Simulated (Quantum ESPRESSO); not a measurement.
Space group R3m, hexagonal axes (No. 160); a = b = 4.225 Å, c = 10.356 Å, α = β = 90.00°, γ = 120.00°

```tsv
atom	site	symmetry	x	y	z
S	3a	3m	0.0000	0.0000	0.4750
Pb	3a	3m	0.0000	0.0000	0.9806
```
(The calculation used a cell of 2 atoms; values per cell refer to that cell.)

The geometry is that of Materials Project entry mp-1057015, symmetrised and not relaxed again.

Task: What does norm-conserving PBEsol (Quantum ESPRESSO, 56 Ry, with spin-orbit coupling) give for the electronic structure near the Fermi level?

Result: The PBEsol gap is direct, 0.12 eV at L. So small a PBEsol gap in heavy elements may be inverted, where one-shot corrections to single bands mislead.

This is not the ordinary phase of the substance; no match was found in the copy of COD used, and its stability was not checked.
